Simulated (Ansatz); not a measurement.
## Elastic constants of AlOs: input and output

Level of theory: Ansatz 0.2.0, DFT PBEsol, scalar-relativistic, plane waves, PAW.

It can be run as:
```bash
ansatz run input.yaml --threads 1 --pin off --backend cpu --events-out ev --progress --plain --runs-dir out  # memory cap (--max-ram) not shown
```

Input (bare energies are in eV):
```yaml
crystal:
  lattice:
    - [2.9942679075, 0.0, 0.0]
    - [0.0, 2.9942679075, 0.0]
    - [0.0, 0.0, 2.9942679075]
  atoms:
    - { symbol: Al, position: [0.0, 0.0, 0.0] }
    - { symbol: Os, position: [0.5, 0.5, 0.5] }
basis:
  ecutwfc: 420
kpoints:
  mp_grid: { grid: [14, 14, 14] }
hamiltonian:
  xc: pbesol
scf:
  occupations: { method: fermi_dirac, width: 0.15 }
output:
  forces: true
  stress: true
  eigenvalues: true
elastic:
  mode: relaxed_ion
  amplitude: 0.005
```

From the output:
```
--- Elastic constants: 2 strain directions × 4 members + reference (group order 48) ---
  dense FFT box of the reference and of every strained cell: 24×24×24
  strains applied: 11, 23; error gains: componentwise 1.00 (the most a stress slope's error grows in a printed constant), spectral 1.73 (1 for all six strains in a standard setting)
  C = ∂σ_k/∂η_j (tension-positive GPa; Voigt order 11 22 33 23 13 12):
       372.626    187.828    187.828     -0.000     -0.000     -0.000
       187.828    372.626    187.828     -0.000     -0.000     -0.000
       187.828    187.828    372.626     -0.000     -0.000     -0.000
        -0.000     -0.000     -0.000    161.897      0.000      0.000
         0.000     -0.000     -0.000     -0.000    161.897      0.000
        -0.000     -0.000      0.000      0.000      0.000    161.897
  reference stress σ⁰ (GPa):      0.000      0.000      0.000     -0.000     -0.000      0.000
  C* (energy form; C + prestress term) asymmetry max|C*_kj − C*_jk| = 8.527e-14 GPa — a small one proves nothing (zero by symmetry where the batch's group is 432, −43m or m−3m); a large one is finite-difference/SCF noise where every solve ...
  moduli (Voigt/Reuss/Hill, GPa): K = 249.43/249.43/249.43   G = 134.10/124.45/129.28   E = 330.69   ν = 0.279
  mechanically stable: yes (min eigenvalue of sym C = 161.90 GPa)
  strain η (Voigt 11):  stress-route row diagonal C_11 = 372.63 GPa, energy-path curvature d²(F+E_count+ΔE)/dδ²/Ω₀ = 372.64 GPa
    cells at ±δ against ±2δ: C11 372.72 and 373.00 GPa, apart by 0.08 % of the column's largest entry
         δ    σ_11 (GPa) F (eV) n_scf n_hpsi n_pw
    -1.000e-2      -3.8695      -11776.3601807       7   70183    544   relax 0 steps, max|allowed force component| 2.52e-29 eV/Å
    -5.000e-3      -1.8981      -11776.3625873       4   58499    552   relax 0 steps, max|allowed force component| 2.32e-28 eV/Å
     5.000e-3       1.8291      -11776.3626080       4   58640    552   relax 0 steps, max|allowed force component| 1.80e-28 eV/Å
     1.000e-2       3.5905      -11776.3603319       6   61311    552   relax 0 steps, max|allowed force component| 2.48e-28 eV/Å
  strain η (Voigt 23):  stress-route row diagonal C_44 = 161.90 GPa, energy-path curvature d²(F+E_count+ΔE)/dδ²/Ω₀ = 161.90 GPa
    cells at ±δ against ±2δ: C44 161.89 and 161.87 GPa, apart by 0.01 % of the column's largest entry
         δ    σ_23 (GPa) F (eV) n_scf n_hpsi n_pw
    -1.000e-2      -1.6187      -11776.3620205       7  116961    552   relax 0 steps, max|allowed force component| 1.26e-29 eV/Å
    -5.000e-3      -0.8094      -11776.3630385       3   88234    552   relax 0 steps, max|allowed force component| 6.41e-30 eV/Å
     5.000e-3       0.8094      -11776.3630385       3   86850    552   relax 0 steps, max|allowed force component| 6.31e-30 eV/Å
     1.000e-2       1.6187      -11776.3620205       6   96402    552   relax 0 steps, max|allowed force component| 6.41e-30 eV/Å
```

In a metal, frequencies and elastic constants depend on the k mesh and the smearing, soft modes and shear constants most. Spin–orbit coupling is left out, which can shift energies with elements as heavy as these.